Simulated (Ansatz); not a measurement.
Task: AlRh$_{3}$N (anti-perovskite, Pm-3m) is relaxed with the program Ansatz at the PBE level (PAW). What lattice parameters of the conventional cell result?

Result: a = 4.035 Å.

Task: Is it a metal or does it have a gap at this level?

Result: No gap at this level.

The start of the workflow was typed in or built on a structure type; neither database checked (COD, Materials Project) lists it. Its standing as an ambient phase is unchecked. The cell was relaxed with PBE under the symmetry of its start; its stability against distortions is not shown here. The workflow began spin-polarised and lost its moments. The volume moved by 20 % from the start of the relaxation. Spin–orbit coupling is left out wherever it is not named.

Potentials: the later of the program's two PAW sets.
